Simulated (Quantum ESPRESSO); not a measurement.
Zr3TiO8, a curve over one atom's position

A calculation, not a measurement. The program is pw.x of Quantum ESPRESSO 7.5 (plane-wave density functional theory). The cell is made up: 12 atoms on a fluorite lattice, with randomly drawn elements, strain and displacements, not relaxed. PseudoDojo standard norm-conserving files (v0.5 for PBE, v0.4.1 for LDA and PBEsol) set the functional; there is no spin polarisation, spin-orbit coupling or dispersion term, and the masses in the input are unused placeholders. A spin-polarised start on this cell or one of its family kept no moment above 0.05 Bohr magneton at the same smearing; a narrower smearing was not tried.

Seven runs move atom 3 (Ti, counted in the order of the input) along z and keep all else fixed.

Input of the run at +0.0194:

```
&control calculation='scf', pseudo_dir='./dojo.nc.sr.pbe.v0_5.standard.upf', outdir='./o', disk_io='low', tprnfor=.true., tstress=.true. /
&system ibrav=0, nat=12, ntyp=3, nbnd=54, ecutwfc=84.00895049, nosym=.true., tot_charge=0,
 occupations='smearing', smearing='fd', degauss=0.0018374661
/
&electrons conv_thr=7.350e-09, electron_maxstep=60, /
ATOMIC_SPECIES
O 1.0 O.upf
Ti 1.0 Ti.upf
Zr 1.0 Zr.upf
CELL_PARAMETERS angstrom
5.0852 0.0035 -0.0813
0.0035 5.2057 -0.0184
-0.0813 -0.0184 5.0317
ATOMIC_POSITIONS angstrom
Zr 0.0006 0.0647 0.0012
Zr 0.0067 2.4772 2.5492
Ti 2.4231 -0.056 2.4799
Zr 2.6214 2.5097 -0.0016
O 1.278 1.3103 1.2156
O 1.1621 1.102 3.8327
O 1.2666 3.9102 1.027
O 1.1376 3.7768 3.7608
O 3.7884 1.3589 1.1574
O 3.7117 1.44 3.8202
O 3.7406 3.9028 1.3277
O 3.6766 3.9015 3.8174
K_POINTS automatic
4 4 4 1 1 1
```

```
shift of atom 3 along z (Å)  free energy less that of the input shown (eV)  Fx on atom 3 (eV/Å)  Fy on atom 3 (eV/Å)  Fz on atom 3 (eV/Å)  pressure (GPa)  iterations
                    -0.0860                                        -0.0299                0.215               -2.245               -0.110           -0.95          18
                    -0.0662                                        -0.0270                0.207               -2.265               -0.185           -1.02          18
                    -0.0497                                        -0.0234                0.202               -2.281               -0.241           -1.07          18
                    +0.0194                                         0.0000                0.189               -2.345               -0.426           -1.19          18
                    +0.0350                                         0.0069                0.188               -2.359               -0.459           -1.20          18
                    +0.1249                                         0.0562                0.202               -2.426               -0.638           -1.10          18
                    +0.1404                                         0.0663                0.208               -2.436               -0.672           -1.06          18
```

A cubic fit gives dFz/dz = -2.44 eV/Å² at zero shift. Across the table the free energy follows the integral of the force to within 0.1 meV. A rerun of one of the cells at a cutoff of 1467 eV and k mesh 6 x 6 x 6 moved values by no more than 0.002 eV in energy, 0.05 GPa in stress and 0.003 eV/Å in force.